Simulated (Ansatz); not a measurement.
An Ansatz (a program for electronic structure) input:

Ansatz 0.2 input:
```yaml
crystal:
  lattice:
    - [1.9913552281, -4.9999285314, 0.0]
    - [1.9913552281, 4.9999285314, 0.0]
    - [0.0, 0.0, 3.7295934567]
  atoms:
    - { symbol: Sc, position: [0.8635061277, 0.1364938723, 0.25] }
    - { symbol: Sc, position: [0.1364938723, 0.8635061277, 0.75] }
    - { symbol: Ge, position: [0.5897263956, 0.4102736044, 0.25] }
    - { symbol: Ge, position: [0.4102736044, 0.5897263956, 0.75] }
kpoints:
  mp_grid: { grid: [8, 8, 8] }
  band_path:
    path:
      - [[0.0, 0.0, 0.0], [-0.5, 0.5, 0.0], [-0.2896560901, 0.7103439099, 0.0]]  # Γ-Y-C_0
      - [[0.2896560901, 0.2896560901, 0.0], [0.0, 0.0, 0.0], [0.0, 0.0, 0.5], [0.2896560901, 0.2896560901, 0.5]]  # Σ_0-Γ-Z-A_0
      - [[-0.2896560901, 0.7103439099, 0.5], [-0.5, 0.5, 0.5], [-0.5, 0.5, 0.0]]  # E_0-T-Y
      - [[0.0, 0.0, 0.0], [0.0, 0.5, 0.0], [0.0, 0.5, 0.5], [0.0, 0.0, 0.5], [-0.5, 0.5, 0.5]]  # Γ-S-R-Z-T
    npoints: 6
basis: { xc_grid: 2 }
hamiltonian:
  xc: pbesol
  pseudopotentials: { kind: paw }
magnetization: { noncollinear: true, spin_orbit: true }
scf:
  n_extra_bands: 12
  convergence: { dr2_threshold: 0.0000000001 }
  occupations: { method: gaussian, width: 0.05 }
output: { eigenvalues: true }
```

How many symmetry operations and irreducible k-points will the run report?

8 operations, 105 of 512 k-points.

With a cutoff of 420 eV, how many plane waves at Γ?

1427.

It took very roughly 2.6 core-minutes on shared server cores.

Space group Cmcm. The first step of the workflow began from a Materials Project structure, measured or hypothetical; the Crystallography Open Database copy checked does not list it. Its standing as an ambient phase is unchecked. The cell was relaxed with PBEsol under the symmetry of its start; of distortions, only those at the zone centre were tested. The run is not spin-polarised.

Potentials: the later of the program's two PAW sets.

Ansatz is a plane-wave DFT program.
